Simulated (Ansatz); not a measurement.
TaRu:
```cif
data_Ru4Ta4
_chemical_formula_sum 'Ru4 Ta4'
_space_group_name_H-M_alt 'Fm-3m'
_space_group_IT_number 225
_space_group_name_Hall '-F 4 2 3'
_cell_length_a 5.14737
_cell_length_b 5.14737
_cell_length_c 5.14737
_cell_angle_alpha 90.000
_cell_angle_beta 90.000
_cell_angle_gamma 90.000
loop_
_atom_site_label
_atom_site_type_symbol
_atom_site_symmetry_multiplicity
_atom_site_Wyckoff_symbol
_atom_site_fract_x
_atom_site_fract_y
_atom_site_fract_z
_atom_site_occupancy
Ru1 Ru 4 a 0.00000 0.00000 0.00000 1
Ta1 Ta 4 b 0.50000 0.50000 0.50000 1
```
(The calculation used a cell of 2 atoms; values per cell refer to that cell.)

Relaxed with PBEsol.

Problem. Decompose the optical modes at the zone centre into irreducible representations, and say which are infrared and Raman allowed.

Solution. Point group m-3m: Γ_opt = T1u. Infrared: T1u. Raman: none.

Problem. Assign frequencies (DFPT, PBEsol in the plane-wave PAW code Ansatz).

Solution. T1u 176 cm⁻¹.

The start of the workflow was typed in or built on a structure type; neither database checked (COD, Materials Project) lists it. COD files the formula under space group No. 123, 221, so this cell is another polymorph or a model. Whether it is the stable phase at ambient conditions was not checked. The PBEsol relaxation kept the symmetry of its start. At this level the phase is mechanically unstable. No spin polarisation was allowed. Its formation energy is positive at this level, so the cell may be metastable or incomplete. As this level gives no gap, phonon frequencies hold no LO–TO term and depend on the k-mesh and smearing (Fermi–Dirac, 0.1 eV here). Scalar-relativistic: spin–orbit coupling is off unless named, which matters more the heavier the elements.

Potentials: the later of the program's two PAW sets.
